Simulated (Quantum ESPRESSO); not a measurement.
Band energies of CaS at -3 % isotropic strain

```
CELL_PARAMETERS angstrom
      0.00000     2.73119     2.73119
      2.73119     0.00000     2.73119
      2.73119     2.73119     0.00000
ATOMIC_POSITIONS crystal
  S  0.50000 0.50000 0.50000
  Ca 0.00000 0.00000 0.00000
```

PBEsol (pw.x of Quantum ESPRESSO, ONCV potentials, without SOC); path ΓXWKΓLUWLK,UX; energies in eV from the valence-band maximum.

```csv
k (1/Å),point,band 4,band 5,band 6,band 7,band 8,band 9,band 10,band 11
0.00,Γ,-19.70,-11.77,0.00,0.00,0.00,4.01,4.01,4.01
0.52,,-19.73,-11.28,-2.14,-0.57,-0.57,2.90,5.15,5.52
1.15,X,-19.78,-10.99,-2.57,-0.91,-0.91,1.89,5.77,6.51
1.73,W,-19.80,-10.81,-2.06,-2.06,-1.85,4.84,4.84,6.30
2.13,K,-19.76,-10.82,-2.33,-2.20,-1.22,3.48,6.66,6.78
2.44,,-19.73,-10.76,-2.91,-1.82,-1.40,5.57,5.60,5.90
3.05,,-19.70,-11.55,-1.06,-0.47,-0.33,4.10,4.25,4.63
3.35,Γ,-19.70,-11.77,0.00,0.00,0.00,4.01,4.01,4.01
3.55,,-19.70,-11.67,-0.52,-0.20,-0.20,4.06,4.19,4.19
4.15,,-19.72,-10.75,-3.35,-1.35,-1.35,4.87,6.10,6.10
4.35,L,-19.72,-10.63,-3.62,-1.46,-1.46,5.28,6.42,6.53
4.65,,-19.73,-10.68,-3.30,-1.68,-1.41,5.00,6.01,6.49
5.05,U,-19.76,-10.82,-2.33,-2.20,-1.22,3.48,6.66,6.78
5.26,,-19.78,-10.82,-2.26,-2.13,-1.47,3.90,5.87,6.49
5.46,W,-19.80,-10.81,-2.06,-2.06,-1.85,4.84,4.84,6.30
5.87,,-19.74,-10.72,-3.07,-1.79,-1.43,5.03,5.41,6.82
6.27,L,-19.72,-10.63,-3.62,-1.46,-1.46,5.28,6.42,6.53
6.36,,-19.72,-10.63,-3.59,-1.48,-1.45,5.26,6.36,6.52
6.89,,-19.75,-10.79,-2.49,-2.16,-1.27,3.81,6.46,6.67
6.98,K,-19.76,-10.82,-2.33,-2.20,-1.22,3.48,6.66,6.78
6.98,U,-19.76,-10.82,-2.33,-2.20,-1.22,3.48,6.66,6.78
7.38,X,-19.78,-10.99,-2.57,-0.91,-0.91,1.89,5.77,6.51
```

The PBEsol gap is indirect, 1.89 eV, from Γ to X; the smallest direct gap is 2.80 eV.

Geometry strained from the cell relaxed with PBEsol, atoms relaxed again.
